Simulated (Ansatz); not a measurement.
CaClF (space group P4/nmm)

```xyz
6
Lattice="3.8667 0.0000 0.0000 0.0000 3.8667 0.0000 0.0000 0.0000 6.8743" Properties=species:S:1:pos:R:3 pbc="T T T"
Ca     0.0000     1.9333     5.5463
Ca     1.9333     0.0000     1.3280
Cl     1.9333     0.0000     4.4448
Cl     0.0000     1.9333     2.4295
F      1.9333     1.9333     0.0000
F      0.0000     0.0000     0.0000
```

Equation-of-state scan: isotropic scaling of the cell above, V₀ being its volume. The atoms relax within the cell's symmetry.

Method: r2SCAN (plane waves to 500 eV, PAW, scalar-relativistic; Ansatz, a first-principles code). k mesh 9×9×5 (Γ-centred), Fermi-Dirac smearing 0.05 eV. Energies are smeared free energies. Compression counts positive. With the shape held, the modulus is that of even scaling; a crystal free to change shape is softer. CaClF was relaxed with its symmetry unable to fall. The zero of ΔE is the relaxed starting cell.

```tsv
V (Å³/atom)	ΔE (meV/atom)
16.102	12.8
16.273	8.7
16.445	5.5
16.616	3.0
16.787	1.3
16.959	0.3
17.130	0.0
17.301	0.3
17.472	1.2
17.644	2.6
17.815	withheld
17.986	7.0
18.158	9.9
```

**Question.** Fit a third-order Birch-Murnaghan form (E₀, V₀, B₀, B₀′ free) to the given rows and predict ΔE at V = 17.815.

**Answer.** Least squares on the 12 given rows: ΔE = E₀ + (9V₀B₀/16)·y²·[2 + (B₀′ − 4)y], y = (V₀/V)^(2/3) − 1, with V₀ = 17.132 Å³/atom, B₀ = 58.28 GPa (160.2 GPa = 1 eV/Å³; the term in eV is multiplied by 1000), B₀′ = 5.22, E₀ = 0.00 meV/atom; root-mean-square residual 0.02 meV/atom. At 17.815 the fit gives 4.6 meV/atom; the calculation gives 4.6 meV/atom, the same to the digits shown. For the pressure the fit gives -2.06 GPa against the computed -2.06 GPa.

(A scan under strain: stresses follow from slopes of the energy per volume, elastic moduli from its curvatures.)
